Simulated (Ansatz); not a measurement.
In3GaAs4: rattling a relaxed structure

The cell was found from a structure generator's guess, not taken from experiment.

Computed with DFT PBE, scalar-relativistic, plane waves, PAW in Ansatz 0.2.0. Plane waves to 420 eV, a k mesh through Γ of 6×6×6 on the computed 8-atom cell and Gaussian smearing (0.10 eV); no spin polarisation.

The cell below (8 atoms, space group P-43m (No. 215)) is relaxed within its symmetry.

```
In Ga As
1.0
     6.07736    0.00000    0.00000
     0.00000    6.07736    0.00000
     0.00000    0.00000    6.07736
In Ga As
3 1 4
Direct
  0.50000 0.00000 0.00000
  0.00000 0.00000 0.50000
  0.00000 0.50000 0.00000
  0.50000 0.50000 0.50000
  0.26006 0.73994 0.26006
  0.26006 0.26006 0.73994
  0.73994 0.73994 0.73994
  0.73994 0.26006 0.26006
```

For the test it was strained at random (σ = 1.5 % a component), the atoms were moved at random (σ = 0.15 Å), and all was relaxed again on a coarse 4×4×4 mesh (in the run’s order of axes) with 0.20 eV smearing, with no symmetry imposed.

Question: Is the structure stable against such a distortion?

Answer: It returns, within 1 meV/atom of the unmoved cell on that mesh and with the same symmetry when read at 0.1 Å (R3m at 0.01 Å, so small strains and shifts remain). No instability shows in this cell; modes of other wave vectors, which need another repeat, aren't tested.
